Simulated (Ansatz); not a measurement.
Input, command and steps of an Ansatz relaxation.

```yaml
crystal:
  lattice:
    - [-5.0108518345, 4.9482153444, -1.5739067765]
    - [-4.9934347483, -1.5415483529, 4.9930393564]
    - [1.5740691109, 4.9482611501, 5.0105022483]
  atoms:
    - { symbol: Al, position: [0.1984833108, 0.2025912953, 0.198768968] }
    - { symbol: Al, position: [0.3009423288, 0.8000936442, 0.3019363185] }
    - { symbol: Ta, position: [0.0001237802, 0.9999842289, 0.0007949495] }
    - { symbol: Ta, position: [0.4991308015, 0.5012531361, 0.0010935127] }
    - { symbol: Ta, position: [0.6011689731, 0.1025871037, 0.0994644324] }
    - { symbol: Ta, position: [0.1009780301, 0.6048184438, 0.1019389467] }
    - { symbol: Ta, position: [0.6992221655, 0.7025120949, 0.1979542434] }
    - { symbol: Ta, position: [0.800099889, 0.2998514258, 0.3029693743] }
    - { symbol: Ta, position: [0.3983197596, 0.3977054479, 0.3990617903] }
    - { symbol: Ta, position: [0.4993013359, 0.0025942511, 0.4998346904] }
    - { symbol: Ta, position: [0.0002177867, 0.5013672333, 0.4999471317] }
    - { symbol: Ta, position: [0.0989428315, 0.1026202509, 0.6018410128] }
    - { symbol: Ta, position: [0.8982815773, 0.899956026, 0.4011664119] }
    - { symbol: Ta, position: [0.597390922, 0.6039596455, 0.5981622522] }
    - { symbol: Ta, position: [0.6990962631, 0.2008717819, 0.6998356813] }
    - { symbol: Ta, position: [0.1972447595, 0.7027223031, 0.7002803954] }
    - { symbol: Ta, position: [0.3022322488, 0.3000447892, 0.8005736819] }
    - { symbol: Ta, position: [0.8002904824, 0.8017940186, 0.8009255861] }
    - { symbol: Ta, position: [0.9020397047, 0.3985683456, 0.9027901253] }
    - { symbol: Ta, position: [0.4004636747, 0.8999938056, 0.8989509232] }
  symmetry: { detect: false }
basis:
  ecutwfc: 420
kpoints:
  mp_grid: { grid: [3, 3, 3] }
hamiltonian:
  xc: pbe
scf:
  occupations: { method: gaussian, width: 0.1 }
  lower_state_search: "off"
output:
  forces: true
  stress: true
  eigenvalues: true
relax:
  adjacent_minimum: "off"
  f_tol: 0.04
  max_steps: 25
  cell: { stress_tol: 0.3 }
```

```bash
ansatz run input.yaml --threads 4 --pin off --max-ram 9216MiB --backend cpu --events-out ev --progress --plain --runs-dir out
```

All numbers below come from DFT PBE, scalar-relativistic, plane waves, PAW in Ansatz 0.2.0.

Of 7 frames 7 are shown, positions in Å and forces in eV/Å; the SCF threshold varies from step to step. Steps run on the plane waves of an earlier cell, with a Pulay correction in the pressure. The basis is chosen afresh for the last frame, the zero of the energies, and can be on the way; energy and pressure step there, also at an unchanged geometry. The mark taken_back stands on steps that the optimiser undid.

```xyz
20
Lattice="-5.0109 4.9482 -1.5739 -4.9934 -1.5415 4.9930 1.5741 4.9483 5.0105" Properties=species:S:1:pos:R:3:forces:R:3 pbc="T T T" step=1 free_energy_over_end_meV_per_atom=5.76 pressure_GPa=0.41
Al   -1.6933    1.6534    1.6951   -0.0460   -0.0170    0.0580
Al   -5.0279    1.7498    5.0341    0.0520    0.0200   -0.0600
Ta   -4.9927   -1.5370    4.9967    0.0530    0.0710   -0.0530
Ta   -5.0023    1.7025    1.7227   -0.0150   -0.0050   -0.0170
Ta   -3.3681    3.3087    0.0644    0.0960    0.1300    0.0720
Ta   -3.3656    0.0717    3.3717    0.0660   -0.2010   -0.0680
Ta   -6.7001    3.3565    3.3990   -0.1380    0.1160   -0.0340
Ta   -5.0296    4.9960    1.7559    0.1280   -0.1180    0.0350
Ta   -3.3537    3.3326    3.3583   -0.0730    0.1970    0.0680
Ta   -1.7281    4.9400    1.7315   -0.0510   -0.0640    0.0550
Ta   -1.7177    1.7021    5.0080    0.0130    0.0030    0.0120
Ta   -0.0609    3.3095    3.3722   -0.0730    0.1200   -0.0970
Ta   -8.3636    5.0426    5.0898   -0.0900   -0.1280   -0.0690
Ta   -5.0677    4.9848    5.0724    0.0780    0.0170   -0.0770
Ta   -3.4045    6.6126    3.4092    0.0040   -0.1110   -0.0110
Ta   -3.3951    3.3579    6.7070    0.0370    0.1090    0.1240
Ta   -1.7525    4.9944    5.0337   -0.0300   -0.1100   -0.1250
Ta   -6.7531    6.6872    6.7568    0.0010    0.1180    0.0090
Ta   -5.0892    8.3163    5.0938   -0.0820   -0.0210    0.0810
Ta   -5.0857    5.0424    8.3676    0.0690   -0.1240    0.0950
20
Lattice="-4.9303 4.9340 -1.7255 -4.9413 -1.7345 4.9428 1.7248 4.9337 4.9315" Properties=species:S:1:pos:R:3:forces:R:3 pbc="T T T" step=2 free_energy_over_end_meV_per_atom=5.65 pressure_GPa=0.18
Al   -1.6522    1.5920    1.6595   -0.0810   -0.0370    0.0720
Al   -4.8997    1.6042    4.9039    0.0730    0.0360   -0.0640
Ta   -4.9325   -1.7325    4.9390    0.0170   -0.2040   -0.0170
Ta   -4.9241    1.5974    1.6334    0.0890    0.0070    0.0960
Ta   -3.2641    3.3100   -0.0197   -0.2300   -0.1750   -0.1580
Ta   -3.2901   -0.1122    3.2943   -0.2160    0.4090    0.2090
Ta   -6.6095    3.2457    3.2374    0.3080   -0.2460    0.1540
Ta   -4.8752    4.8842    1.6013   -0.2930    0.2470   -0.1540
Ta   -3.2645    3.3074    3.2688    0.2320   -0.4020   -0.2120
Ta   -1.6196    4.9297    1.6262   -0.0160    0.1890    0.0140
Ta   -1.6294    1.5975    4.9287   -0.0830    0.0020   -0.0890
Ta    0.0255    3.3085    3.2692    0.1550   -0.1590    0.2380
Ta   -8.2174    4.8205    4.8598    0.2180    0.1770    0.1520
Ta   -4.8868    4.8671    4.8924   -0.1420    0.1990    0.1440
Ta   -3.2271    6.5407    3.2318   -0.0470    0.2190    0.0610
Ta   -3.2309    3.2424    6.6123   -0.1580   -0.2200   -0.2740
Ta   -1.5951    4.8865    4.8821    0.1440    0.2210    0.2720
Ta   -6.5292    6.5248    6.5381    0.0300   -0.2370   -0.0580
Ta   -4.8722    8.1957    4.8773    0.1530   -0.1920   -0.1490
Ta   -4.8527    4.8208    8.2258   -0.1540    0.1640   -0.2340
20
Lattice="-4.9616 4.9504 -1.6665 -4.9676 -1.6673 4.9677 1.6666 4.9506 4.9619" Properties=species:S:1:pos:R:3:forces:R:3 pbc="T T T" step=3 free_energy_over_end_meV_per_atom=0.32 pressure_GPa=-0.52
Al   -1.6795    1.6160    1.6844   -0.0180    0.0170    0.0160
Al   -4.9440    1.6642    4.9489    0.0180   -0.0180   -0.0170
Ta   -4.9629   -1.6715    4.9674   -0.0210   -0.0440    0.0240
Ta   -4.9468    1.6398    1.6813   -0.0240    0.0010   -0.0230
Ta   -3.3173    3.3120    0.0090   -0.0100    0.0290    0.0360
Ta   -3.3327   -0.0453    3.3377    0.0440   -0.0300   -0.0420
Ta   -6.6346    3.2823    3.3148   -0.0530    0.0040   -0.0750
Ta   -4.9509    4.9482    1.6520    0.0530   -0.0040    0.0750
Ta   -3.2907    3.3255    3.2956   -0.0450    0.0310    0.0430
Ta   -1.6606    4.9516    1.6658    0.0200    0.0450   -0.0240
Ta   -1.6765    1.6406    4.9521    0.0230   -0.0050    0.0230
Ta   -0.0039    3.3117    3.3219   -0.0370    0.0300    0.0120
Ta   -8.2681    4.9186    4.9578    0.0110   -0.0310   -0.0360
Ta   -4.9605    4.9414    4.9655   -0.0230   -0.0560    0.0210
Ta   -3.2978    6.5867    3.3033    0.0590    0.0130   -0.0620
Ta   -3.3100    3.2830    6.6398    0.0740    0.0000    0.0510
Ta   -1.6469    4.9475    4.9557   -0.0750    0.0010   -0.0500
Ta   -6.6211    6.5938    6.6255   -0.0560   -0.0080    0.0620
Ta   -4.9579    8.2396    4.9633    0.0210    0.0560   -0.0210
Ta   -4.9533    4.9189    8.2735    0.0380   -0.0300   -0.0120
20
Lattice="-4.9572 4.9541 -1.6578 -4.9634 -1.6611 4.9636 1.6577 4.9541 4.9574" Properties=species:S:1:pos:R:3:forces:R:3 pbc="T T T" step=4 free_energy_over_end_meV_per_atom=0.23 pressure_GPa=0.01
Al   -1.6957    1.6428    1.7005    0.0610   -0.0910   -0.0610
Al   -4.9259    1.6469    4.9308   -0.0610    0.0910    0.0610
Ta   -4.9596   -1.6632    4.9645   -0.0590    0.0210    0.0590
Ta   -4.9405    1.6449    1.6857    0.0000    0.0000    0.0000
Ta   -3.3247    3.3219    0.0165    0.0280   -0.0130   -0.0140
Ta   -3.3230   -0.0534    3.3279    0.0110    0.0180   -0.0110
Ta   -6.6290    3.2822    3.3096   -0.0100   -0.0110    0.0130
Ta   -4.9497    4.9616    1.6640    0.0100    0.0110   -0.0130
Ta   -3.2986    3.3432    3.3034   -0.0110   -0.0180    0.0110
Ta   -1.6621    4.9529    1.6668    0.0600   -0.0200   -0.0600
Ta   -1.6811    1.6449    4.9456    0.0000    0.0000    0.0000
Ta   -0.0118    3.3220    3.3295    0.0150   -0.0130   -0.0280
Ta   -8.2541    4.9219    4.9570   -0.0280    0.0130    0.0140
Ta   -4.9616    4.9473    4.9665   -0.0390    0.0040    0.0390
Ta   -3.2963    6.5969    3.3012   -0.0030    0.0130    0.0020
Ta   -3.3047    3.2823    6.6340   -0.0130   -0.0110    0.0100
Ta   -1.6591    4.9615    4.9547    0.0130    0.0110   -0.0100
Ta   -6.6246    6.6010    6.6296    0.0020   -0.0140   -0.0030
Ta   -4.9594    8.2506    4.9644    0.0380   -0.0030   -0.0390
Ta   -4.9520    4.9219    8.2591   -0.0150    0.0130    0.0280
20
Lattice="-4.9386 4.9854 -1.6579 -4.9438 -1.6763 4.9436 1.6580 4.9854 4.9384" Properties=species:S:1:pos:R:3:forces:R:3 pbc="T T T" step=5 free_energy_over_end_meV_per_atom=0.27 pressure_GPa=0.03 taken_back
Al   -1.6743    1.6308    1.6790   -0.0010    0.0080    0.0010
Al   -4.9181    1.6752    4.9226    0.0010   -0.0080   -0.0010
Ta   -4.9407   -1.6846    4.9451   -0.0170   -0.0080    0.0170
Ta   -4.9248    1.6530    1.6724    0.0390    0.0000    0.0390
Ta   -3.3040    3.3365    0.0133    0.0150    0.0260    0.0170
Ta   -3.3128   -0.0450    3.3174   -0.0070   -0.0230    0.0060
Ta   -6.6092    3.3026    3.2914    0.0480    0.0100    0.0170
Ta   -4.9220    4.9887    1.6523   -0.0480   -0.0100   -0.0170
Ta   -3.2797    3.3510    3.2842    0.0060    0.0220   -0.0060
Ta   -1.6518    4.9905    1.6565    0.0160    0.0080   -0.0170
Ta   -1.6678    1.6529    4.9293   -0.0390    0.0000   -0.0390
Ta   -0.0087    3.3365    3.3087   -0.0170    0.0260   -0.0160
Ta   -8.2272    4.9548    4.9304   -0.0150   -0.0250   -0.0170
Ta   -4.9398    4.9720    4.9444    0.0100    0.0480   -0.0110
Ta   -3.2806    6.6406    3.2852    0.0110   -0.0280   -0.0110
Ta   -3.2868    3.3026    6.6137   -0.0170    0.0100   -0.0480
Ta   -1.6477    4.9888    4.9265    0.0170   -0.0100    0.0480
Ta   -6.5925    6.6360    6.5970   -0.0110    0.0290    0.0110
Ta   -4.9332    8.3047    4.9378   -0.0110   -0.0480    0.0110
Ta   -4.9259    4.9548    8.2315    0.0170   -0.0260    0.0160
20
Lattice="-4.9544 4.9567 -1.6594 -4.9598 -1.6639 4.9599 1.6594 4.9567 4.9546" Properties=species:S:1:pos:R:3:forces:R:3 pbc="T T T" step=6 free_energy_over_end_meV_per_atom=0.05 pressure_GPa=0.02
Al   -1.6874    1.6330    1.6922    0.0190   -0.0300   -0.0190
Al   -4.9284    1.6566    4.9333   -0.0190    0.0300    0.0190
Ta   -4.9595   -1.6672    4.9643    0.0000   -0.0020   -0.0010
Ta   -4.9373    1.6448    1.6833    0.0040    0.0000    0.0040
Ta   -3.3184    3.3215    0.0148    0.0050   -0.0040    0.0000
Ta   -3.3216   -0.0517    3.3264   -0.0060    0.0120    0.0060
Ta   -6.6256    3.2839    3.3064   -0.0050    0.0030    0.0040
Ta   -4.9446    4.9624    1.6596    0.0050   -0.0030   -0.0040
Ta   -3.2942    3.3413    3.2991    0.0060   -0.0120   -0.0060
Ta   -1.6563    4.9568    1.6611    0.0000    0.0020    0.0000
Ta   -1.6785    1.6448    4.9422   -0.0040    0.0000   -0.0040
Ta   -0.0101    3.3215    3.3233    0.0010   -0.0040   -0.0050
Ta   -8.2518    4.9248    4.9512   -0.0050    0.0040    0.0000
Ta   -4.9587    4.9501    4.9636   -0.0010   -0.0050    0.0010
Ta   -3.2919    6.5996    3.2967   -0.0020    0.0030    0.0020
Ta   -3.3016    3.2839    6.6305   -0.0040    0.0030    0.0050
Ta   -1.6548    4.9624    4.9495    0.0040   -0.0030   -0.0050
Ta   -6.6189    6.6034    6.6239    0.0010   -0.0030   -0.0020
Ta   -4.9521    8.2529    4.9570    0.0010    0.0050   -0.0010
Ta   -4.9463    4.9248    8.2567   -0.0010    0.0040    0.0050
20
Lattice="-4.9544 4.9567 -1.6594 -4.9598 -1.6639 4.9599 1.6594 4.9567 4.9546" Properties=species:S:1:pos:R:3:forces:R:3 pbc="T T T" step=7 free_energy_over_end_meV_per_atom=0.00 pressure_GPa=0.02
Al   -1.6874    1.6330    1.6922    0.0190   -0.0300   -0.0190
Al   -4.9284    1.6566    4.9333   -0.0190    0.0300    0.0190
Ta   -4.9595   -1.6672    4.9643    0.0000   -0.0020   -0.0010
Ta   -4.9373    1.6448    1.6833    0.0040    0.0000    0.0040
Ta   -3.3184    3.3215    0.0148    0.0050   -0.0040    0.0000
Ta   -3.3216   -0.0517    3.3264   -0.0060    0.0120    0.0060
Ta   -6.6256    3.2839    3.3064   -0.0050    0.0030    0.0040
Ta   -4.9446    4.9624    1.6596    0.0050   -0.0030   -0.0040
Ta   -3.2942    3.3413    3.2991    0.0060   -0.0120   -0.0060
Ta   -1.6563    4.9568    1.6611    0.0000    0.0020    0.0000
Ta   -1.6785    1.6448    4.9422   -0.0040    0.0000   -0.0040
Ta   -0.0101    3.3215    3.3233    0.0010   -0.0040   -0.0050
Ta   -8.2518    4.9248    4.9512   -0.0050    0.0040    0.0000
Ta   -4.9587    4.9501    4.9636   -0.0010   -0.0050    0.0010
Ta   -3.2919    6.5996    3.2967   -0.0020    0.0030    0.0020
Ta   -3.3016    3.2839    6.6305   -0.0040    0.0030    0.0050
Ta   -1.6548    4.9624    4.9495    0.0040   -0.0030   -0.0050
Ta   -6.6189    6.6034    6.6239    0.0010   -0.0030   -0.0020
Ta   -4.9521    8.2529    4.9570    0.0010    0.0050   -0.0010
Ta   -4.9463    4.9248    8.2567   -0.0010    0.0040    0.0050
```

The run took 3 min on 4 threads of Intel(R) Xeon(R) Platinum 8259CL CPU @ 2.50GHz (Skylake/Cascade Lake), with other jobs on the host, peak memory 1.6 GiB.

The k mesh is coarse. Spin–orbit coupling is left out, which can shift energies with elements as heavy as these.